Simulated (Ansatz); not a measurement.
Thickness series of a surface: hcp Mg (0001)

All-electron LAPW in Ansatz 0.2.0 under PBE, scalar-relativistic, energies extrapolated to zero smearing, no spin–orbit coupling, no spin polarisation. The 1×1 slabs (area 8.87 Å²) are cut from the bulk relaxed on PAW files, and their atoms are relaxed; γ counts from the bulk energy, Δd12 is the change of the outer spacing. No reconstruction is allowed, and meshes differ a little between slabs.

```csv
planes,γ (J/m²),Φ (eV),Δd12 (%)
1,0.580,?,–
3,0.578,3.76,1.7
6,0.574,3.71,?
```

Problem. Fill in "Φ (eV)" for the row "1".

Solution. 3.45.

Problem. Fill in "Δd12 (%)" for the row "6".

Solution. 1.5.

Problem. How far have the values settled with thickness?

Solution. Between 3 and 6 planes γ moves by -0.7 % and Φ by -0.04 eV. Thin films carry quantum-size oscillations, so two neighbours that agree don't prove convergence.
